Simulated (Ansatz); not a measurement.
Input:

TaAg:
```yaml
crystal:
  lattice:
    - [1.33880, -5.65643, 0.00000]
    - [1.33880, 5.65643, 0.00000]
    - [0.00000, 0.00000, 4.50079]
  atoms:
    - { symbol: Ta, position: [0.68060, 0.31940, 0.25000] }
    - { symbol: Ag, position: [0.93589, 0.06411, 0.25000] }
    - { symbol: Ta, position: [0.31940, 0.68060, 0.75000] }
    - { symbol: Ag, position: [0.06411, 0.93589, 0.75000] }
```

This is the PBEsol-relaxed structure.

Problem. All from plane-wave PAW PBEsol (Ansatz code), unless another level is named. Give the highest zone-centre frequency.

Solution. 209 cm^-1.

Problem. Predict the bulk modulus (Birch–Murnaghan fit).

Solution. 1680 kbar.

Space group Cmcm. The start of the workflow was typed in or built on a structure type; neither database checked (COD, Materials Project) lists it. Whether it is the stable phase at ambient conditions was not checked. Symmetry was held in the PBEsol relaxation; whether a distortion lowers the energy is not shown. The run is not spin-polarised. Its formation energy is positive at this level, so the cell may be metastable or incomplete. As this level gives no gap, phonon frequencies hold no LO–TO term and depend on the k-mesh and smearing (Fermi–Dirac, 0.1 eV here). Spin–orbit coupling is left out wherever it is not named.

Potentials: the later of the program's two PAW sets.
